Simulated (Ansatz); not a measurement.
## MnCl2 (R-3m): majority and minority states

Geometry: a structure as deposited in COD (the entry's cell lengths or inner coordinates differ somewhat from later room-temperature determinations); nothing is relaxed.

Settings: PBEsol, 9×9×9 k mesh, Fermi–Dirac smearing of 0.08 eV. LAPW is all-electron LAPW in Ansatz 0.2.0. Site moments are integrated in spheres about the atoms.

The input and its command:

```yaml
crystal:
  lattice:
    - [1.843, 1.0640565461, 5.8233333333]
    - [-1.843, 1.0640565461, 5.8233333333]
    - [0.0, -2.1281130922, 5.8233333333]
  atoms:
    - { symbol: Mn, position: [0.0, 0.0, 0.0], spin: 4.4 }
    - { symbol: Cl, position: [0.25, 0.25, 0.25] }
    - { symbol: Cl, position: [0.75, 0.75, 0.75] }
magnetization:
  spin_polarized: true
kpoints:
  mp_grid: { grid: [9, 9, 9] }
scf:
  occupations: { method: fermi_dirac, width: 0.08 }
  lower_state_search: "off"
hamiltonian:
  xc: pbesol
  pseudopotentials: { kind: all_electron, lapw: { basis_error: 0.001 } }
output:
  forces: true
  stress: true
  eigenvalues: false
  populations: true
  dos: { projected: true, de: 0.1, e_range: [-8, 5] }
```

Command: `ansatz run input.yaml --threads 2 --pin off --max-ram 6144MiB --backend cpu --events-out ev --progress --plain --runs-dir out`

Q: Give the density of states by spin, smoothed by a Gaussian of 0.15 eV.

A: 
```tsv
E − E_F (eV)	majority (states/eV/cell)	minority (states/eV/cell)
-7.00	0.00	0.00
-6.60	0.00	0.00
-6.20	0.18	0.00
-5.80	1.42	0.07
-5.40	2.00	1.12
-5.00	1.53	2.31
-4.60	3.43	1.07
-4.20	2.33	1.37
-3.80	2.17	2.79
-3.40	1.42	3.68
-3.00	1.48	1.97
-2.60	4.40	0.53
-2.20	1.89	0.02
-1.80	0.04	0.00
-1.40	1.84	0.00
-1.00	3.17	0.00
-0.60	0.07	0.00
-0.20	0.00	0.00
0.20	0.00	0.00
0.60	0.00	0.07
1.00	0.00	1.56
1.40	0.00	2.83
1.80	0.00	3.35
2.20	0.00	4.06
2.60	0.03	0.76
3.00	0.07	0.00
3.40	0.22	0.03
3.80	0.82	0.06
4.20	1.17	0.11
```
Site moments (μB): Mn1 4.59, Cl2 0.11, Cl3 0.11. Cell moment 5.00 μB.

Löwdin populations of d and f shells (filled inner shells left out):

| shell | up | down |
| --- | --- | --- |
| Mn1 3d | 4.98 | 0.35 |

The Ansatz runs typed with the search for lower states off end where their start leads. None of this fixes the real material's magnetic order: only patterns that fit the cell were computed, at zero temperature, with a functional that can overstate moments.
